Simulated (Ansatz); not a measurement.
Consider the following.

TiP:
```
CELL_PARAMETERS angstrom
      3.03854     0.00000     0.00000
      0.00000     3.03854     0.00000
      0.00000     0.00000     3.03854
ATOMIC_POSITIONS crystal
  Ti 0.00000 0.00000 0.00000
  P  0.50000 0.50000 0.50000
```

This is the PBEsol-relaxed structure.

Task: All from the program Ansatz at the PBEsol level (PAW), unless another level is named. Estimate the bulk modulus (Birch–Murnaghan fit).

Result: 152 GPa.

Task: What about the highest zone-centre frequency?

Result: 6.60 THz.

Task: Next, the elastic constants (relaxed ions, GPa)?

Result: C11 = 172, C12 = 143, C44 = -18.9.

Space group Pm-3m (CsCl type). The cell is a constructed one: a structure type filled with these elements; neither database checked (COD, Materials Project) lists it. COD files the formula under space group No. 194. Whether it is the stable phase at ambient conditions was not checked. Symmetry was held in the PBEsol relaxation. At this level the phase is mechanically unstable. The run is not spin-polarised. As this level gives no gap, shear constants depend on the k-mesh and smearing (Fermi–Dirac, 0.1 eV here). As this level gives no gap, phonon frequencies hold no LO–TO term and depend on the k-mesh and smearing (Fermi–Dirac, 0.1 eV here).

Potentials: the earlier of the program's two PAW sets. The files were generated under PBE; for other functionals the program regenerates the frozen cores, and for LDA and PBEsol the local potential too.
